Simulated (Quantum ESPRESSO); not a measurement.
```xyz
2
Lattice="0.0000 3.1858 3.1858 3.1858 0.0000 3.1858 3.1858 3.1858 0.0000" Properties=species:S:1:pos:R:3 pbc="T T T"
Sn     0.0000     0.0000     0.0000
Te     3.1858     3.1858     3.1858
```

The geometry is that of Materials Project entry mp-1883, symmetrised and not relaxed again.

**Question.** What does norm-conserving PBE (Quantum ESPRESSO, 82 Ry, no spin-orbit coupling) give for the electronic structure near the Fermi level?

**Answer.** At this level the gap is closed or nearly so: along the path the highest valence and lowest conduction bands touch, or overlap by less than 0.6 eV, a zero-gap or semimetallic result; the valence top lies at L, the conduction bottom at L. Semilocal functionals close the gaps of some narrow-gap semiconductors, so this alone doesn't show that the compound has none. Without spin-orbit coupling, band edges of such heavy elements can be off by tenths of an eV.
